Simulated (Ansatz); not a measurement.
SiMo₂ in space group P4/nmm (No. 129; Mo on 2a, Mo on 2c, Si on 2c) at seven volumes, PBE (plane waves, PAW; program Ansatz), shape and atoms relaxed at each. One row is withheld.

```json
[
 {"V (Å³/atom)": "13.753", "P (GPa)": "25.33"},
 {"V (Å³/atom)": "14.206", "P (GPa)": "15.50"},
 {"V (Å³/atom)": "14.660", "P (GPa)": "7.13"},
 {"V (Å³/atom)": "15.113", "P (GPa)": "0.00"},
 {"V (Å³/atom)": "15.566", "P (GPa)": "-6.07"},
 {"V (Å³/atom)": "16.020", "P (GPa)": "-11.23"},
 {"V (Å³/atom)": "16.473", "P (GPa)": "?"}
]
```

Problem. Fit the shown pressures and predict the withheld one.

Solution. P = (3/2)B₀(x^(7/2) − x^(5/2))[1 + (3/4)(B′ − 4)(x − 1)] with x = (V₀/V)^(2/3). Least squares on the six rows gives V₀ = 15.113 Å³/atom, B₀ = 219 GPa, B′ = 4.33. At V = 16.473, x = 0.9442 and P = -15.67 GPa. The run itself gave -15.59 GPa.

The cell is a constructed one: a structure type filled with these elements; neither database checked (COD, Materials Project) lists it. Its standing as an ambient phase is unchecked. The PBE relaxation kept the symmetry of its start; whether a distortion lowers the energy is not shown. No spin polarisation was allowed.

Potentials: the later of the program's two PAW sets.
